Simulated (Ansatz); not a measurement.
Sb (space group R-3m)

```
Sb
1.0
    4.37432     2.52551     7.69342
    0.00000     2.52551     7.69342
    0.00000    -2.52551     3.84671
Sb
4
Cartesian
  0.00000   0.00000   3.08429
  2.18716   1.26276   6.93100
  0.00000   0.00000   8.45584
  2.18716   1.26276  12.30255
```

The atoms are displaced by Q × the pattern below (from a DFPT mode at F = (0.5, 0.5, 0.0), largest move 1; Q in Å), at fixed cell. (q is in reciprocal vectors of the primitive cell; the cell shown is doubled to hold the pattern.)

```tsv
atom	x	y	z
Sb1	0.000	0.610	-0.792
Sb2	0.000	-0.610	0.792
Sb3	0.000	0.610	-0.792
Sb4	0.000	-0.610	0.792
```

All values below come from PBE (plane waves to 420 eV, PAW, scalar-relativistic; Ansatz, a first-principles code). k mesh 13×13×13 (Γ-centred), Fermi-Dirac smearing 0.05 eV. The energy includes the smearing's −TS. With partly filled bands, energies and forces of such displacements shift with the k mesh and the smearing. Sb was relaxed with its symmetry unable to fall. Spin-orbit coupling is left out, though Sb is heavy. The zero of ΔE is the undisplaced structure. The last digit holds for this mesh only.

```json
[
 {"Q (Å)": "-0.2800", "ΔE (meV/cell)": "1047.5"},
 {"Q (Å)": "-0.2333", "ΔE (meV/cell)": "745.8"},
 {"Q (Å)": "-0.1867", "ΔE (meV/cell)": "496.6"},
 {"Q (Å)": "-0.1400", "ΔE (meV/cell)": "291.6"},
 {"Q (Å)": "-0.0933", "ΔE (meV/cell)": "withheld"},
 {"Q (Å)": "-0.0467", "ΔE (meV/cell)": "34.6"},
 {"Q (Å)": "0.0000", "ΔE (meV/cell)": "0.0"},
 {"Q (Å)": "0.0467", "ΔE (meV/cell)": "34.6"},
 {"Q (Å)": "0.0933", "ΔE (meV/cell)": "withheld"},
 {"Q (Å)": "0.1400", "ΔE (meV/cell)": "291.6"},
 {"Q (Å)": "0.1867", "ΔE (meV/cell)": "496.6"},
 {"Q (Å)": "0.2333", "ΔE (meV/cell)": "745.8"},
 {"Q (Å)": "0.2800", "ΔE (meV/cell)": "1047.5"}
]
```

**Question.** Fit an even polynomial form (powers 2, 4, 6) to the given rows and predict ΔE at Q = 0.0933.

**Answer.** Least squares on the 11 given rows: ΔE = (15880)·Q² + (-58070)·Q⁴ + (331300)·Q⁶, in meV/cell with Q in Å; root-mean-square residual 0.23 meV/cell. At 0.0933 the fit gives 134.1 meV/cell; the calculation gives 134.8 meV/cell, so the interpolation is off by -0.7 (-0.5 %). The quadratic term alone would give 138.2 meV/cell.

(A displaced cell: forces are minus the slopes of the energy, force constants its curvatures, and phonons follow from these.)
